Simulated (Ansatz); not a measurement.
Consider the following.

HfSi$_{2}$:
```cif
data_Hf4Si8
_chemical_formula_sum 'Si8 Hf4'
_space_group_name_H-M_alt 'Cmcm'
_space_group_IT_number 63
_space_group_name_Hall '-C 2c 2'
_cell_length_a 3.68409
_cell_length_b 14.58444
_cell_length_c 3.65934
_cell_angle_alpha 90.000
_cell_angle_beta 90.000
_cell_angle_gamma 90.000
loop_
_space_group_symop_operation_xyz
  'x, y, z'
  '-x, -y, -z'
  '-x, -y, z+1/2'
  'x, y, -z+1/2'
  'x, -y, -z'
  '-x, y, z'
  '-x, y, -z+1/2'
  'x, -y, z+1/2'
  'x+1/2, y+1/2, z'
  '-x+1/2, -y+1/2, -z'
  '-x+1/2, -y+1/2, z+1/2'
  'x+1/2, y+1/2, -z+1/2'
  'x+1/2, -y+1/2, -z'
  '-x+1/2, y+1/2, z'
  '-x+1/2, y+1/2, -z+1/2'
  'x+1/2, -y+1/2, z+1/2'
loop_
_atom_site_label
_atom_site_type_symbol
_atom_site_symmetry_multiplicity
_atom_site_Wyckoff_symbol
_atom_site_fract_x
_atom_site_fract_y
_atom_site_fract_z
_atom_site_occupancy
Si1 Si 4 c 0.00000 0.44562 0.25000 1
Hf1 Hf 4 c 0.00000 0.10545 0.25000 1
Si2 Si 4 c 0.00000 0.25025 0.75000 1
```
(The calculation used a cell of 6 atoms; values per cell refer to that cell.)

This is the PBE-relaxed structure.

All from PBE in the plane-wave PAW code Ansatz, unless another level is named. Give the electronic character.

metallic (no gap).

Next, the density of states at the Fermi level?

0.23 states/eV per atom (mean over ±0.08 eV).

Give the formation energy from the elements (no fitted shifts).

-0.56 eV/atom.

Next, the gap with spin–orbit coupling?

none (metallic).

The cell was relaxed with PBE under the symmetry of its start; of distortions, only those at the zone centre were tested. No spin polarisation was allowed. The references are the lowest solids computed at this level, not always the standard phases. Scalar-relativistic: spin–orbit coupling is off unless named, which matters more the heavier the elements.

Potentials: the later of the program's two PAW sets.
